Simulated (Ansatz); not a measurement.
Cu Kα1 powder pattern (kinematic, no thermal factors).
2θ (°) (relative intensity): 13.78 (71), 15.92 (13), 22.59 (100), 26.56 (54), 27.76 (8), 32.16 (49), 35.14 (31), 39.66 (33), 42.18 (21), 46.13 (26), 48.37 (21), 49.10 (1), 51.95 (30), 54.02 (9), 57.35 (7), 59.28 (10), 62.43 (26), 64.28 (13), 67.29 (4), 69.06 (4), 71.98 (12), 73.70 (6), 76.55 (9), 78.24 (8), 81.03 (8), 82.70 (6), 85.46 (6), 87.11 (6), 89.86 (15)

The pattern is computed from a structure relaxed with DFT PBE, scalar-relativistic, plane waves, PAW (Ansatz). No spin polarisation. Its elements are Ag, Al, Ba, C, N.

**Question.** Give the structure.

**Answer.** BaAlAgC6N6.
Space group F-43m (No. 216). a = 11.123 Å, b = 11.123 Å, c = 11.123 Å, α = 90.00°, β = 90.00°, γ = 90.00°
```csv
atom,site,symmetry,x,y,z
Ba,4d,-43m,0.2500,0.2500,0.7500
Al,4b,-43m,0.5000,0.0000,0.0000
Ag,4a,-43m,0.0000,0.0000,0.0000
C,24f,2.mm,0.2187,0.0000,0.0000
N,24f,2.mm,0.3241,0.0000,0.0000
```

A pattern alone doesn't exclude other cells with like lines; this is the one computed.

It was reached by relaxing an invented guess, and it needn't be the stable form of this composition.
